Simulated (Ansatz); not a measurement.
Here is the system:

Ga$_{3}$Mo:
```
Ga3Mo
1.0
    3.96692     0.00000     0.00000
    0.00000     3.96692     0.00000
    0.00000     0.00000     3.96692
Ga Mo
3 1
Cartesian
  0.00000   1.98346   1.98346
  1.98346   1.98346   0.00000
  1.98346   0.00000   1.98346
  0.00000   0.00000   0.00000
```

This is the PBE-relaxed structure.

All from plane-wave PAW PBE (Ansatz code), unless another level is named. Estimate the formation energy from the elements (no fitted shifts).

0.17 eV/atom.

And the density of states at the Fermi level?

1.2 states/eV per atom (mean over ±0.08 eV).

Predict the gap with spin–orbit coupling.

none (metallic).

Space group Pm-3m (Cu3Au type). A made-up cell: these elements were put on the sites of a structure type; neither database checked (COD, Materials Project) lists it. Its standing as an ambient phase is unchecked. The cell was relaxed with PBE under the symmetry of its start; whether a distortion lowers the energy is not shown. The run is not spin-polarised. The references are the lowest solids computed at this level, not always the standard phases. Scalar-relativistic: spin–orbit coupling is off unless named, which matters more the heavier the elements.

Potentials: the earlier of the program's two PAW sets.
